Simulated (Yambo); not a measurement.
CaB₂C₂ (space group I4/mcm, No. 140), G0W0@LDA (Yambo, plasmon pole, terminator in G, 4×4×4 mesh): gap (0, 0, 0.25) → Z in eV by bands and screening block.

```json
[
 {"bands (W and G)": "37", "2 Ry": "(withheld)", "3 Ry": "1.23", "4 Ry": "1.23", "5 Ry": "1.23", "6 Ry": "1.23"},
 {"bands (W and G)": "52", "2 Ry": "1.04", "3 Ry": "1.04", "4 Ry": "(withheld)", "5 Ry": "1.07", "6 Ry": "1.07"},
 {"bands (W and G)": "71", "2 Ry": "0.99", "3 Ry": "1.00", "4 Ry": "(withheld)", "5 Ry": "1.04", "6 Ry": "1.04"},
 {"bands (W and G)": "93", "2 Ry": "0.96", "3 Ry": "0.97", "4 Ry": "1.01", "5 Ry": "1.01", "6 Ry": "1.02"},
 {"bands (W and G)": "118", "2 Ry": "0.95", "3 Ry": "0.96", "4 Ry": "0.99", "5 Ry": "1.00", "6 Ry": "1.01"}
]
```

Question: Estimate the withheld gaps from their neighbours; the computed values follow.

Answer: 
- 37, 2 Ry: 1.22
- 52, 4 Ry: 1.06
- 71, 4 Ry: 1.03

The largest settings aren't shown to be the converged limit.

Geometry of the Materials Project entry, not relaxed at this level; primitive cell a = b = c = 5.2935 Å, α = β = 119.31°, γ = 91.19°.

The structure is a Materials Project entry; no match was found in the copy of COD used, and its stability was not checked.
